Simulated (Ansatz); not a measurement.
## Structure relaxation, WSe2

The start is a generated trial cell of WSe2 in the baddeleyite structure type. The structure is fully relaxed (lattice and positions, P = 0) with PBEsol (plane waves to 420 eV, PAW, scalar-relativistic; Ansatz, a first-principles code). The first steps use a coarse 3×3×3 k-mesh.

Input geometry:
```
WSe2
1.0
    6.46623     0.00000     0.00000
    0.00000     6.54294     0.00000
   -1.07076     0.00000     6.58921
W Se
4 8
Direct
  0.27540   0.03950   0.20830
  0.72460   0.53950   0.29170
  0.72460   0.96050   0.79170
  0.27540   0.46050   0.70830
  0.07000   0.33170   0.34470
  0.93000   0.83170   0.15530
  0.93000   0.66830   0.65530
  0.07000   0.16830   0.84470
  0.44960   0.75690   0.47920
  0.55040   0.25690   0.02080
  0.55040   0.24310   0.52080
  0.44960   0.74310   0.97920
```

| Item | Value |
|---|---|
| Initial pressure | -14 GPa (negative: the cell is under tension) |
| Largest initial force | about 0.9 eV/Å, on W1, W2, W3, W4, Se5, Se6, Se7, Se8 (atoms numbered as listed) |
| Outcome | The space group stays P2₁/c (No. 14) (the run could not lower it); the end is AFLOW prototype A2B_mP12_14_2e_e (C43, as in ZrO2), with 12 atoms in the primitive cell |
| Energy released | 0.18 eV/atom |
| Shortest distances (start → end) | The closest pairs of elements (up to four, under 3.6 Å), start → end: Se–W 2.58 → 2.49 Å; Se–Se 3.19 → 3.02 Å |
| Optimiser moves | 13 |

It ends as:

```cif
data_Se8W4
_chemical_formula_sum 'W4 Se8'
_space_group_name_H-M_alt 'P21/c'
_space_group_IT_number 14
_space_group_name_Hall '-P 2ybc'
_cell_length_a 6.22594
_cell_length_b 6.21270
_cell_length_c 6.25785
_cell_angle_alpha 90.000
_cell_angle_beta 100.197
_cell_angle_gamma 90.000
loop_
_space_group_symop_operation_xyz
  'x, y, z'
  '-x, -y, -z'
  '-x, y+1/2, -z+1/2'
  'x, -y+1/2, z+1/2'
loop_
_atom_site_label
_atom_site_type_symbol
_atom_site_symmetry_multiplicity
_atom_site_Wyckoff_symbol
_atom_site_fract_x
_atom_site_fract_y
_atom_site_fract_z
_atom_site_occupancy
W1 W 4 e 0.27565 0.04960 0.19857 1
Se1 Se 4 e 0.08733 0.36915 0.31965 1
Se2 Se 4 e 0.55411 0.26323 0.00531 1
```

Final values are on a 6×6×6 k-mesh of the relaxed cell. No spin polarisation in the result.

The run could not lose the symmetry of its start; a randomly shaken copy of 12 atoms returns to this structure.

The relaxed structure here is a generated cell of WSe2: the first start was made by placing the elements on the sites of a structure type, and the end was not matched to a known phase here, so it may be hypothetical. Known forms of WSe2 include space group No. 194.
